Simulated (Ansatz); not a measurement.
What DFT gives for LaCd₃Co₂

```
Co La Cd
1.0
     2.79076    4.83374    0.00000
    -2.79076    4.83374    0.00000
     0.00000    0.00000    4.53442
Co La Cd
2 1 3
Direct
  0.33330 0.33340 0.00000
  0.66660 0.66670 0.00000
  0.00000 0.00000 0.00000
  0.50000 0.50000 0.50000
  0.50000 0.00000 0.50000
  0.00000 0.50000 0.50000
```

Method: r2SCAN, no spin polarisation; PAW, plane waves to 500 eV, 7×7×8 Γ-centred mesh, fermi-dirac occupations (width 0.1 eV) (Ansatz 0.2.0), atoms fixed.

**Stress.** The pressure is -3.5 GPa (compression positive), so with the atoms held at these fractions the cell would first shrink. The principal stresses -6.8, -1.9, -1.9 GPa differ, so its shape would change too.
**Contacts.** Co–Cd at 2.78 Å: least valence density 0.23 e/Å³ and ELF 0.25 there. Cd–Cd at 2.79 Å: least valence density 0.25 e/Å³ and ELF 0.19 there. Co–Co at 3.22 Å: least valence density 0.14 e/Å³ and ELF 0.33 there. These are pseudo-fields; inside the PAW spheres they differ from the all-electron ones.
**Electronic structure.** It is a metal, with about 8.1 states/eV a cell as the mean within 0.25 eV of the Fermi level, mostly Co d (71 %) and La d (13 %).
**Charges.** Bader charges in e: La +1.43, Cd -0.22, Co -0.39. In the mean La gives up most and Co takes most.
**Formation energy.** 0.23 eV an atom against the elements' usual phases (free molecules for gases, crystals otherwise, with no correction for O₂ or N₂), so at this geometry it isn't bound against them. Relaxing would lower it.

Origin: a known structure type with other elements, at an estimated volume, so it need not be a known compound. Caveats: no spin polarisation, so a magnetic state may lie lower; f levels without a U or exact exchange are poorly placed.
